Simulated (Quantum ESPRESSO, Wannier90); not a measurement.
## Mo (bcc (W type)), plane waves to Wannier functions

```
begin unit_cell_cart
ang
   -1.5838100000    1.5838100000    1.5838100000
    1.5838100000   -1.5838100000    1.5838100000
    1.5838100000    1.5838100000   -1.5838100000
end unit_cell_cart
begin atoms_frac
Mo   0.0000000000  0.0000000000  0.0000000000
end atoms_frac
```

Materials Project entry mp-129; symmetrised, unrelaxed at this level. This is the element's usual structure. Computed values, not measurements, from PBEsol: Quantum ESPRESSO (norm-conserving PseudoDojo potentials, cutoff 64 Ry, spinors with spin-orbit coupling) on a Γ-centred 10×10×10 mesh, then Wannier90. Density: 18×18×18 mesh, cold smearing 0.01 Ry.

A tight-binding model is made by disentanglement and projection with no localisation steps (num_iter = 0), so the 18 orbitals stay atom-like: hydrogen-like Mo: s;p;d, axes along x, y, z; frozen window up to 3.00 eV relative to the Fermi level. It follows pw.x to 4.1 meV rms for states up to 1.0 eV relative to the Fermi level. Matrix elements depend on this choice of orbitals and windows.

The 30 largest hoppings ⟨m,0|H|n,R⟩ between different sites (one of each Hermitian pair; signs follow the real orbitals' lobes; the list may end inside a set of equal values):

| m | n | R | distance of the centres (Å) | t (eV) | Im t (eV) |
|---|---|---|---|---|---|
| Mo1 px↑ | Mo1 px↑ | 0 1 1 | 3.17 | 2.761 | 0.000 |
| Mo1 px↓ | Mo1 px↓ | 0 1 1 | 3.17 | 2.761 | 0.000 |
| Mo1 py↑ | Mo1 py↑ | 1 0 1 | 3.17 | 2.761 | 0.000 |
| Mo1 py↓ | Mo1 py↓ | 1 0 1 | 3.17 | 2.761 | 0.000 |
| Mo1 pz↑ | Mo1 pz↑ | 1 1 0 | 3.17 | 2.761 | 0.000 |
| Mo1 pz↓ | Mo1 pz↓ | 1 1 0 | 3.17 | 2.761 | 0.000 |
| Mo1 s↑ | Mo1 s↑ | 0 0 1 | 2.74 | -1.258 | 0.000 |
| Mo1 s↓ | Mo1 s↓ | 0 0 1 | 2.74 | -1.258 | 0.000 |
| Mo1 s↑ | Mo1 s↑ | 0 1 0 | 2.74 | -1.258 | 0.000 |
| Mo1 s↓ | Mo1 s↓ | 0 1 0 | 2.74 | -1.258 | 0.000 |
| Mo1 s↑ | Mo1 s↑ | 1 0 0 | 2.74 | -1.258 | 0.000 |
| Mo1 s↓ | Mo1 s↓ | 1 0 0 | 2.74 | -1.258 | 0.000 |
| Mo1 s↑ | Mo1 s↑ | 1 1 1 | 2.74 | -1.258 | 0.000 |
| Mo1 s↓ | Mo1 s↓ | 1 1 1 | 2.74 | -1.258 | 0.000 |
| Mo1 s↑ | Mo1 px↑ | 0 0 1 | 2.74 | 1.207 | -0.009 |
| Mo1 s↑ | Mo1 py↑ | 0 0 1 | 2.74 | 1.207 | 0.009 |
| Mo1 s↓ | Mo1 px↓ | 0 0 1 | 2.74 | 1.207 | 0.009 |
| Mo1 s↓ | Mo1 py↓ | 0 0 1 | 2.74 | 1.207 | -0.009 |
| Mo1 px↑ | Mo1 s↑ | 0 0 1 | 2.74 | -1.207 | -0.009 |
| Mo1 px↓ | Mo1 s↓ | 0 0 1 | 2.74 | -1.207 | 0.009 |
| Mo1 py↑ | Mo1 s↑ | 0 0 1 | 2.74 | -1.207 | 0.009 |
| Mo1 py↓ | Mo1 s↓ | 0 0 1 | 2.74 | -1.207 | -0.009 |
| Mo1 s↑ | Mo1 px↑ | 0 1 0 | 2.74 | 1.207 | 0.009 |
| Mo1 s↑ | Mo1 py↑ | 0 1 0 | 2.74 | -1.207 | 0.009 |
| Mo1 s↓ | Mo1 px↓ | 0 1 0 | 2.74 | 1.207 | -0.009 |
| Mo1 s↓ | Mo1 py↓ | 0 1 0 | 2.74 | -1.207 | -0.009 |
| Mo1 px↑ | Mo1 s↑ | 0 1 0 | 2.74 | -1.207 | 0.009 |
| Mo1 px↓ | Mo1 s↓ | 0 1 0 | 2.74 | -1.207 | -0.009 |
| Mo1 py↑ | Mo1 s↑ | 0 1 0 | 2.74 | 1.207 | 0.009 |
| Mo1 py↓ | Mo1 s↓ | 0 1 0 | 2.74 | 1.207 | -0.009 |
